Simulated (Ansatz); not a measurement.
Input file for Ansatz (a first-principles code):

Ansatz 0.2 input:
```yaml
crystal:
  lattice:
    - [4.7596589532, 0.0, 0.0]
    - [0.0, 4.7602099574, 0.0]
    - [0.0, 0.0, 3.2007659833]
  atoms:
    - { symbol: Sn, position: [0.5, 0.5, 0.5] }
    - { symbol: Sn, position: [0.0, 0.0, 0.0] }
    - { symbol: O, position: [0.3057933442, 0.30601751, 0.0] }
    - { symbol: O, position: [0.6942066558, 0.69398249, 0.0] }
    - { symbol: O, position: [0.8057933442, 0.19398249, 0.5] }
    - { symbol: O, position: [0.1942066558, 0.80601751, 0.5] }
kpoints:
  mp_grid: { grid: [4, 4, 5] }
hamiltonian:
  xc: hse06
  pseudopotentials: { kind: paw }
scf:
  n_extra_bands: 6
  occupations: { method: fixed }
output:
  eigenvalues: true
  eigenstates:
    e_range: [-9.0, 10.7]
    kpoints:
      - [0.0, 0.0, 0.0]  # VBM
      - [0.0, 0.0, 0.0]  # CBM
```

Output (shortened):

```
Pseudopotential: Sn, paw, valence charge 14
Pseudopotential: O, paw, valence charge 6
Functional definition: HSE06
davidson cushion auto → on  (no smearing: the cushion is to keep the highest requested band from converging to the state above it …
Crystal: 6 atoms, lattice volume = 72.520 Å³
Basis set: ecut = 420 eV, 1427 PW (Γ)
Bands: 32, of which v1, the nominal top of the filled ones, is band 26 counted from 1 (25 counted from 0)
Symmetry: 8 space group operations
Space group: Pnnm (ITA 58), of the structure as read, at distance tolerance 4.2e-5 Å
k-points: 27 of 80
SCF iter   1: F=—  HF=-14317.905316 eV  |F-HF|=—  |Δ(HF+E_count)|=         —  Δρ=1.18e-3  dr2=3.98e-4  ethr=1.77e-3  ⟨swp⟩=7.6  Hψ=4072  notcnv=0
preconditioner: auto → none
SCF iter   2: F=-14317.909671 eV  HF=-14317.909397 eV  |F-HF|=2.75e-4  |Δ(HF+E_count)|=   4.08e-3  Δρ=4.97e-4  dr2=5.25e-5  ethr=7.65e-7  ⟨swp⟩=7.3  Hψ=4404  notcnv=0  defer=17
SCF 1 stopped early in 2 iterations: F = -14317.909671 eV  dr2 = 5.25e-5
Crystal: 6 atoms, lattice volume = 72.520 Å³
Exchange kernel: α = 0.2500, screened, ω = 0.2079 Å⁻¹, Wigner–Seitz truncation, v(0) = 1041.0942 eV·Å³, q-mesh 4×4×5, nearest image of the exchange supercell L …
Frozen-core exchange: fock
SCF iter   1: F=—  HF=-14325.530467 eV  |F-HF|=—  |Δ(HF+E_count)|=         —  Δρ=1.03e-2  dr2=4.96e-2  ethr=1.01e-6  ⟨swp⟩=8.3  Hψ=4961  notcnv=0
preconditioner: auto → none
SCF iter   2: F=—  HF=-14325.517444 eV  |F-HF|=—  |Δ(HF+E_count)|=   1.30e-2  Δρ=5.57e-3  dr2=1.04e-2  ethr=1.01e-6  ⟨swp⟩=4.7  Hψ=3353  notcnv=0
SCF iter   3: F=—  HF=-14325.540125 eV  |F-HF|=—  |Δ(HF+E_count)|=   2.27e-2  Δρ=2.87e-3  dr2=5.78e-3  ethr=1.01e-6  ⟨swp⟩=4.6  Hψ=3268  notcnv=0
iter 4 solved again at ethr=2.60e-8 eV; its pass at ethr=1.01e-6 eV (dr2=1.35e-5 eV) is discarded
SCF iter   4: F=—  HF=-14325.538389 eV  |F-HF|=—  |Δ(HF+E_count)|=   1.74e-3  Δρ=1.64e-4  dr2=7.07e-5  ethr=2.60e-8  ⟨swp⟩=3.0  Hψ=5046  notcnv=0
SCF iter   5: F=—  HF=-14325.538757 eV  |F-HF|=—  |Δ(HF+E_count)|=   3.69e-4  Δρ=3.38e-4  dr2=7.61e-5  ethr=2.60e-8  ⟨swp⟩=4.7  Hψ=3235  notcnv=0
SCF iter   6: F=-14325.538734 eV  HF=-14325.538734 eV  |F-HF|=2.49e-8  |Δ(HF+E_count)|=   2.30e-5  Δρ=1.16e-5  dr2=2.72e-6  ethr=2.60e-8  ⟨swp⟩=4.0  Hψ=2770  notcnv=0
SCF 2 stopped early in 6 iterations: F = -14325.538734 eV  dr2 = 2.72e-6
hybrid outer 1: dexx = +2.545e-2 eV, tail = 1.24e-4 eV
Crystal: 6 atoms, lattice volume = 72.520 Å³
Exchange kernel: α = 0.2500, screened, ω = 0.2079 Å⁻¹, Wigner–Seitz truncation, v(0) = 1041.0942 eV·Å³, q-mesh 4×4×5, nearest image of the exchange supercell L …
Frozen-core exchange: fock
SCF iter   1: F=—  HF=-14325.538045 eV  |F-HF|=—  |Δ(HF+E_count)|=         —  Δρ=3.49e-5  dr2=7.43e-7  ethr=1.19e-6  ⟨swp⟩=3.9  Hψ=2081  notcnv=0
preconditioner: auto → none
SCF iter   2: F=—  HF=-14325.538049 eV  |F-HF|=—  |Δ(HF+E_count)|=   3.16e-6  Δρ=3.18e-5  dr2=3.16e-7  ethr=9.95e-10  ⟨swp⟩=5.9  Hψ=3796  notcnv=0  defer=8
SCF iter   3: F=-14325.538049 eV  HF=-14325.538049 eV  |F-HF|=1.09e-8  |Δ(HF+E_count)|=   9.18e-9  Δρ=1.19e-5  dr2=4.38e-8  ethr=5.46e-10  ⟨swp⟩=2.8  Hψ=1957  notcnv=0
SCF 3 converged in 3 iterations: F = -14325.538049 eV  dr2 = 4.38e-8
hybrid outer 2: dexx = +1.200e-6 eV, tail = 1.65e-7 eV, Δε = 5.36e-3 eV (about 3.10e-4 eV left of the loop's levels)
the search or the solves at the SCF's close seem to have found levels that the self-consistency loop had missed (the run counts 2) …
NSCF: frozen V_eff on 2 k-points
hybrid SCF converged: 2 outer / 9 inner (+2 warm-up), last move |dexx| = 1.20e-6 eV, tail = 1.65e-7 eV
Stability not checked (fock_operator)
Free energy (F): -14325.538048 eV
Frozen-core exchange: fock
Harris-Foulkes:  -14325.538048 eV  (|F-HF|=1.09e-8)
Internal energy: -14325.538048 eV  (E = F + TS)
E sigma→0 (E₀):  -14325.538048 eV
Fermi energy:    7.984742 eV
--- Per-component energies (eV) ---
  E_band       = -230.070521
  E_kinetic    = 1085.250077
  E_local      = -2880.381805  (includes V_loc(G=0)·N_el)
  E_nonlocal   = 128.567026
  E_hartree    = 1501.133262
  E_xc         = -832.094874
  E_vxc        = -447.786238  (∫ρ·V_xc dr)
  E_exx        = -152.157653  (= α·E_x^exact, valence–valence)
  E_paw        = -9010.755853  (= ΣΔE_a)
  E_vpaw       = -813.684465  (= ΣTr[D̂ρ^β])
  E_aug_tail   = 0.009899  (compensation charges beyond the density's cutoff)
  E_ewald      = -4165.519233
  E_core_change = 0.411106  (= ΣΔE_core)
  E_smearing   =  0.000000  (= −TS)
  E_closure    =  0.000000  (closes the sum)
  Σ components = -14325.538048   (vs F -14325.538048, Δ=0.00e0)
  [band-id]    e_kinetic+e_local+e_nonlocal+2·e_hartree+e_vxc+2·e_exx+e_vpaw+e_augmentation_tail = -230.074288   (vs E_band -230.070521, Δ=-3.77e-3)
--- Band table (eV; the first three rows and the last of 27) ---
  k-point 0: bands = ["-14.5150", "-13.6318", "-13.3604", "-13.3603", "-13.3197", "-13.2716", "-13.1853", "-13.0965", "-13.0574", "-13.0574", "-12.2782", "-10.4606", "-10.4603", "-8.5181", "-0.2999", "3.9077", "3.9114", "4.0905", "4.7191", "6.1694", "6.2491", …
  k-point 1: bands = ["-14.3288", "-13.7258", "-13.7258", "-13.4488", "-13.2795", "-13.2509", "-13.1696", "-13.0990", "-13.0989", "-13.0980", "-12.0553", "-9.8669", "-9.8666", "-8.8474", "-0.2747", "3.8302", "4.1768", "4.2830", "4.2859", "4.9941", "5.6915", …
  k-point 2: bands = ["-14.1666", "-14.1666", "-13.9232", "-13.5689", "-13.1554", "-13.1554", "-13.1358", "-13.1099", "-13.1086", "-13.0829", "-11.1734", "-9.8494", "-9.0258", "-9.0257", "0.1573", "1.6642", "3.9274", "4.0178", "4.0181", "4.8146", "5.2822", …
  k-point 26: bands = ["-14.1813", "-14.1813", "-13.7858", "-13.7858", "-13.1579", "-13.1579", "-13.1158", "-13.1158", "-13.0939", "-13.0939", "-10.3431", "-10.3431", "-9.1100", "-9.1100", "0.1159", "0.1159", "3.1449", "3.1449", "5.3974", "5.3974", "5.7140", …
```

Cost: roughly 100 core-seconds on shared cores.

The points marked VBM and CBM come from a semilocal run.

Space group P4_2/mnm (rutile). Symmetry was held in the r²SCAN relaxation. Point labels and valley counts follow the cell and symmetry of the run, lower than the named group. Scalar-relativistic: spin–orbit coupling is off unless named, which matters more the heavier the elements.

Potentials: the later of the program's two PAW sets.

Ansatz is a plane-wave DFT program.
